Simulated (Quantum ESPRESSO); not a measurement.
## Kohn-Sham bands of NaMgF₃ (cubic perovskite)

```
NaMgF3
1.0
    3.95084     0.00000     0.00000
    0.00000     3.95084     0.00000
    0.00000     0.00000     3.95084
Na Mg F
1 1 3
Direct
  0.00000   0.00000   0.00000
  0.50000   0.50000   0.50000
  0.50000   0.50000   0.00000
  0.00000   0.50000   0.50000
  0.50000   0.00000   0.50000
```

Materials Project entry mp-560399; symmetrised, unrelaxed at this level. Not found in the COD (Crystallography Open Database) copy used, which has the formula in other groups; not checked further. Method: PBEsol plane waves in Quantum ESPRESSO 7.5 (PseudoDojo norm-conserving files, 71 Ry, no spin polarisation, no spin-orbit coupling), Bloch states on a 6×6×6 mesh through Γ, Wannier90 4.0.1. Density: 8×8×8 mesh, cold smearing 0.01 Ry.

Energies are relative to the valence-band maximum; weights are on the orthonormalised atomic waves of the pseudopotential files, averaged over the group. 40 electrons a cell are treated as valence.

```tsv
bands	from (eV)	to (eV)	filling	weight on atomic waves
1	-70.31	-70.31	filled	?
2	-48.04	-48.04	filled	?
3–5	-37.28	-37.27	filled	?
6–11	-20.25	-19.32	filled	?
12–20	-4.00	0.00	filled	?
```

Which atomic shells make up each group?


- 1, weight on atomic waves: Mg 2s 99 %
- 2, weight on atomic waves: Na 2s 100 %
- 3–5, weight on atomic waves: Mg 2p 100 %
- 6–11, weight on atomic waves: Na 2p 50 %, F 2s 48 %
- 12–20, weight on atomic waves: F 2p 97 %

The Kohn-Sham gap over both meshes and the path is 5.87 eV.
